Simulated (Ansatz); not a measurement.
## Cs$_{2}$GeTe$_{6}$ single point

input.yaml (Ansatz 0.2.0)

```yaml
crystal:
  lattice:
    - [7.604467, 0.0, 0.0]
    - [-3.802234, 6.585665, 0.0]
    - [0.0, 0.0, 5.982391]
  atoms:
    - { symbol: Ge, position: [0.0, 0.0, 0.0] }
    - { symbol: Te, position: [0.3027, 0.15135, 0.2165] }
    - { symbol: Te, position: [0.84865, 0.15135, 0.2165] }
    - { symbol: Te, position: [0.84865, 0.6973, 0.2165] }
    - { symbol: Te, position: [0.15135, 0.3027, 0.7835] }
    - { symbol: Te, position: [0.15135, 0.84865, 0.7835] }
    - { symbol: Te, position: [0.6973, 0.84865, 0.7835] }
    - { symbol: Cs, position: [0.3333, 0.6667, 0.30027] }
    - { symbol: Cs, position: [0.6667, 0.3333, 0.69973] }
  symmetry: { tolerance: 0.0003 }
kpoints:
  mp_grid: { grid: [4, 4, 5], shift: [0, 0, 0] }
  band_path:
    path:
      - [0.0, 0.0, 0.0]
      - [0.5, 1.0e-07, 0.0]
      - [0.33333333, 0.33333343, 0.0]
      - [0.0, 0.0, 0.0]
      - [0.0, 0.0, 0.5]
      - [0.5, 1.0e-07, 0.5]
      - [0.33333333, 0.33333343, 0.5]
      - [0.0, 0.0, 0.5]
      - [0.5, 1.0e-07, 0.5]
      - [0.5, 1.0e-07, 0.0]
      - [0.33333333, 0.33333343, 0.5]
    npoints: 6
magnetization:
  spin_polarized: false
scf:
  occupations: { method: fermi_dirac, width: 0.0156 }
  lower_state_search: "off"
  max_iter: 200
hamiltonian:
  pseudopotentials: { kind: paw }
  xc: r2scan
basis:
  ecutwfc: 500
  fft_grid_basis: typed
output:
  forces: true
  stress: true
  eigenvalues: true
  bader: true
  populations: true
  elf: true
  write_potential: true
  volumetric_format: npy
  dos:
    e_range: [-12, 8]
    de: 0.05
    projected: { site_lists: { Cs: [Cs], Ge: [Ge], Te: [Te] } }
checkpoint:
  read: saved_state
```

The run starts from an earlier solution of this cell. 

Parts of the output:

```
SCF iter   1: F=-57641.0361 eV  Δρ=1.73e-3  dr2=1.35e-2  dr2_τ=8.73e-5
SCF iter   2: F=-57641.0383 eV  Δρ=1.03e-3  dr2=5.46e-3  dr2_τ=2.18e-5
SCF iter   3: F=-57641.0397 eV  Δρ=1.99e-4  dr2=3.26e-4  dr2_τ=3.97e-6
SCF iter   4: F=-57641.0398 eV  Δρ=1.33e-4  dr2=1.38e-4  dr2_τ=6.32e-7
SCF iter   5: F=-57641.0399 eV  Δρ=5.23e-5  dr2=2.86e-5  dr2_τ=3.12e-7
SCF iter   6: F=-57641.0398 eV  Δρ=2.22e-5  dr2=3.29e-6  dr2_τ=3.80e-8
SCF iter   7: F=-57641.0398 eV  Δρ=6.64e-6  dr2=3.11e-7  dr2_τ=3.26e-9
SCF iter   8: F=-57641.0398 eV  Δρ=2.08e-6  dr2=2.44e-8  dr2_τ=3.03e-10
Free energy (F): -57641.0398 eV
Harris-Foulkes:  -57641.0398 eV  (|F-HF|=2.11e-10)
Internal energy: -57641.0310 eV  (E = F + TS)
E sigma→0 (E₀):  -57641.0354 eV
Entropy (-TS):   -0.0088 eV (-0.974 meV/atom)
Fermi energy:    8.3503 eV
--- Per-component energies (eV) ---
  E_band       = -1864.5327
  E_kinetic    = 1502.3604
  E_local      = -13703.8391  (includes V_loc(G=0)·N_el)
  E_nonlocal   = -1376.4218
  E_hartree    = 7699.7968
  E_xc         = -1094.5625
  E_vxc        = -1026.3015  (∫ρ·V_xc dr)
  E_paw        = -40342.4967  (= ΣΔE_a)
  E_vpaw       = -2718.3507  (= ΣTr[D̂ρ^β])
  E_aug_tail   = -0.0002  (compensation charges beyond the density's cutoff)
  E_vtau       = 58.4188  (kinetic-family band-sum trace: ∫τ·v_τ [+ j·A + Jᵃ·Aᵃ] dr)
  E_ewald      = -10326.5910
  E_core_change = 0.7231  (= ΣΔE_core)
  E_smearing   = -0.0088  (= −TS)
--- Forces (eV/Å), atoms counted from 1 ---
  atom   1  Ge     0.0000     0.0000     0.0000
  atom   2  Te     3.0991     1.7893     2.3260
  atom   3  Te    -3.0991     1.7893     2.3260
  atom   4  Te     0.0000    -3.5785     2.3260
  atom   5  Te     0.0000     3.5785    -2.3260
  atom   6  Te     3.0991    -1.7893    -2.3260
  atom   7  Te    -3.0991    -1.7893    -2.3260
  atom   8  Cs     0.0000     0.0000    -0.0327
  atom   9  Cs     0.0000     0.0000     0.0327
--- Stress (GPa, compression-positive) ---
       14.2827       0.0000       0.0000
        0.0000      14.2827       0.0000
        0.0000       0.0000       9.7938
  P = ⅓ Tr σ = 12.7864 GPa (127.864 kbar)
--- Löwdin populations: 9 sites ---
  site symbol       q [e]
     0     Ge     13.9328
     1     Te     16.1372
     2     Te     16.1372
     3     Te     16.1372
     4     Te     16.1372
     5     Te     16.1372
     6     Te     16.1372
     7     Cs      8.3294
     8     Cs      8.3294
  spilling = 0.0046 (of n_electrons = 128.0000)
--- Bader charges: 9 sites ---
  site symbol  charge [e]  shift [e]
     0     Ge      0.7562     0.0046
     1     Te     -0.3648     0.0008
     2     Te     -0.3648     0.0008
     3     Te     -0.3648     0.0008
     4     Te     -0.3648     0.0008
     5     Te     -0.3648     0.0008
     6     Te     -0.3648     0.0008
     7     Cs      0.7162     0.0000
     8     Cs      0.7162     0.0000
```

Total energies depend on the potentials used, so only differences within one code and one set of settings carry meaning.

Origin: a known structure type with other elements, at an estimated volume, so it need not be a known compound. Caveats: atoms or cell far from equilibrium.
